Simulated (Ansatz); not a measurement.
The relaxed structure here is a generated cell of InSe: the first start was made by a random draw of sites in a space group, and the end was not matched to a known phase here, so it may be hypothetical. Known forms of InSe include space group No. 194.

The end point of a relaxation of InSe. Computed with PBEsol (plane waves to 420 eV, PAW, scalar-relativistic; Ansatz, a first-principles code).

```xyz
2
Lattice="3.0371 0.0000 0.0000 -1.5186 2.6302 0.0000 0.0000 0.0000 5.7446" Properties=species:S:1:pos:R:3 pbc="T T T"
In     0.0000     0.0000     0.0000
Se     0.0000     0.0000     2.8723
```

Question: Find the space group and the Wyckoff positions (tolerance 0.01 Å).

Answer: Space group P6/mmm (No. 191); a = b = 3.037 Å, c = 5.745 Å, α = β = 90.00°, γ = 120.00°

| atom | site | symmetry | x | y | z |
|---|---|---|---|---|---|
| In | 1a | 6/mmm | 0.0000 | 0.0000 | 0.0000 |
| Se | 1b | 6/mmm | 0.0000 | 0.0000 | 0.5000 |

Question: Give the shortest distances between elements (the closest pairs, up to four, under 3.6 Å).

Answer: In–Se 2.87 Å; In–In 3.04 Å; Se–Se 3.04 Å.

```json
{
  "volume_per_atom": "22.95 Å³",
  "density": "7.01 g/cm³",
  "band_gap": "zero (metallic)"
}
```

No spin polarisation in the result. The relaxed primitive cell holds an odd number of electrons. A magnetic state may lie lower.

The run could not lose the symmetry of its start, so the end can be a saddle point.

All atoms sit on sites fixed by symmetry, so only the cell could relax.
